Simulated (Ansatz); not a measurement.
Input:

GaSe (beta-GaS type, space group P6_3/mmc)

Space group P6₃/mmc (No. 194); a = b = 3.769 Å, c = 15.964 Å, α = β = 90.00°, γ = 120.00°

```json
[
 {"atom": "Ga", "site": "4f", "symmetry": "3m.", "x": "0.3333", "y": "0.6667", "z": "0.1735"},
 {"atom": "Se", "site": "4f", "symmetry": "3m.", "x": "0.6667", "y": "0.3333", "z": "0.0997"}
]
```

E(V) scan at fixed shape, V₀ the volume above. The atoms relax within the cell's symmetry.

The numbers are results of PBE-D3(BJ) (plane waves to 420 eV, PAW, scalar-relativistic; Ansatz, a first-principles code), not measurements. k mesh 10×10×2 (Γ-centred), Fermi-Dirac smearing 0.05 eV. Energies are smeared free energies. Stress and pressure are positive under compression. With the shape held, the modulus is that of even scaling; a crystal free to change shape is softer. GaSe was relaxed with its symmetry unable to fall. The PAW data are Ansatz's earlier set. The zero of ΔE is the relaxed starting cell.

The scan covers V/V₀ from 0.900 to 1.100 in 9 points.

Q: What is the fitted pressure derivative B₀′?

A: 5.3.

Q: What bulk modulus at fixed cell shape B₀ follows from a third-order Birch-Murnaghan fit?

A: 34.3 GPa.

(A scan under strain: stresses follow from slopes of the energy per volume, elastic moduli from its curvatures.)
